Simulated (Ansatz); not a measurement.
**Relaxation of P**

Level of theory: DFT r2SCAN, scalar-relativistic, plane waves, PAW (Ansatz 0.2.0). (500 eV cutoff, 22×22×22 k-mesh, Gaussian smearing of 0.10 eV, no spin polarisation)

What was changed: uniaxial strain along c, with a, b and atoms relaxed: -2.0 %.

A cell with an odd number of electrons and no spin polarisation is a metal by construction and may be lower with spin.

Command:

```bash
ansatz run input.yaml --threads 1 --pin off --max-ram 2560MiB --backend cpu --events-out ev --progress --plain --runs-dir out
```

Input:

```yaml
crystal:
  lattice:
    - [2.4495334337, 0.0, 0.0]
    - [0.0, 2.4495334337, 0.0]
    - [0.0, 0.0, 2.3885997662]
  atoms:
    - { symbol: P, position: [0.0, 0.0, 0.0] }
basis:
  ecutwfc: 500
kpoints:
  mp_grid: { grid: [22, 22, 22] }
hamiltonian:
  xc: r2scan
scf:
  occupations: { method: gaussian, width: 0.1 }
output:
  forces: true
  stress: true
  eigenvalues: true
relax:
  adjacent_minimum: "off"
  f_tol: 0.008
  max_steps: 40
  cell: { stress_tol: 0.015, fix: [c, angles] }
```

F is the free energy. Steps run on the plane waves of an earlier cell, but the last one, and at times one on the way, on a freshly chosen basis, so a repeated geometry can differ a little in energy. The held parts of the cell keep their stress, so P needn't end at zero.

Steps:

```tsv
step	F − F(1) (eV)	largest force component (eV/Å)	V (Å³/atom)	P (GPa)
1	0.0000	0.000	14.332	1.24
2	-0.0005	0.000	14.258	1.87
3	-0.0006	0.000	14.213	2.27
4	-0.0005	0.000	14.213	2.27
```

Relaxed structure:

```
CELL_PARAMETERS angstrom
2.43931 0.00000 0.00000
0.00000 2.43931 0.00000
0.00000 0.00000 2.38860
ATOMIC_POSITIONS crystal
P 0.00000 0.00000 0.00000
```

It takes space group P4/mmm (No. 123, tetragonal). Conventional cell: a = 2.439 Å, b = 2.439 Å, c = 2.389 Å, α = 90.00°, β = 90.00°, γ = 90.00°. Around P (site symmetry 4/mmm) lie 6 P at 2.39 to 2.44 Å.

The run converged. Time: 57 s on 1 thread of Intel(R) Xeon(R) Platinum 8488C (Sapphire Rapids), with other jobs on the host, peak memory 0.54 GiB.